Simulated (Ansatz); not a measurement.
Here is an unrelaxed guess for Hf₃AlN₄.

```cif
data_structure
_symmetry_space_group_name_H-M 'P 1'
_symmetry_Int_Tables_number 1
_cell_length_a 5.9675
_cell_length_b 5.9675
_cell_length_c 5.9675
_cell_angle_alpha 131.810
_cell_angle_beta 131.810
_cell_angle_gamma 70.529
_cell_volume 115.68
loop_
_atom_site_label
_atom_site_type_symbol
_atom_site_fract_x
_atom_site_fract_y
_atom_site_fract_z
_atom_site_occupancy
Hf1 Hf 0.75000 0.25000 0.50000 1
Hf2 Hf 0.25000 0.75000 0.50000 1
Hf3 Hf 0.50000 0.50000 0.00000 1
Al1 Al 0.00000 0.00000 0.00000 1
N1 N 0.50000 0.00000 0.50000 1
N2 N 0.00000 0.50000 0.50000 1
N3 N 0.25000 0.25000 0.00000 1
N4 N 0.75000 0.75000 0.00000 1
```

All numbers below come from DFT PBE, scalar-relativistic, plane waves, PAW (Ansatz 0.2.0). Cutoff 420 eV; k points 6×6×6 on the computed 8-atom cell (Γ-centred); Gaussian smearing, width 0.10 eV; no spin polarisation.

Formation energies are uncorrected and refer to the elements' standard structures at the same level (N₂ as a molecule).

Task: How far from equilibrium is it?

Result: The pressure is -33.7 GPa (the mean over three directions, positive in compression), the largest force is 0.17 eV/Å, and the energy is −0.93 eV/atom against the elements. The shortest distance is 2.44 Å.

Task: How much does it gain on relaxing, and where does it end?

Result: Relaxing gains about 0.48 eV/atom (the start's value is from the coarse mesh, so the gain is rough) in 11 ionic steps and ends at −1.40 eV/atom on the finer mesh. The symmetry stays I4/mmm (No. 139). The volume per atom shrinks by 22.8 %, from 14.5 to 11.2 Å³. The shortest distance goes from 2.44 Å (Al–N and Hf–N) to 2.02 Å (Al–N). Conventional cell: a = 4.484 Å, c = 8.883 Å. Around Hf on a site of symmetry -4m2 lie 6 N at 2.22–2.25 Å, 4 Al at 3.16 Å and 8 Hf at 3.16–3.17 Å; Al has 2 N at 2.02 Å, 4 N at 2.24 Å and 12 Hf at 3.16–3.17 Å; around N on a site of symmetry mmm lie 4 Hf at 2.22–2.24 Å and 2 Al at 2.24 Å; 2 more sites not described.

The last run used a 12×12×12 mesh for its 8-atom cell and Gaussian smearing of 0.10 eV. Spin–orbit coupling, which can matter for Hf, is left out. The relaxation can't lower the symmetry of the start. Symmetry constrained the relaxation, so the result can be a saddle point. Another cell of Hf3AlN4 relaxed alike, in P4/mmm, lies 22 meV/atom lower, so this cell isn't the stable form at this level.
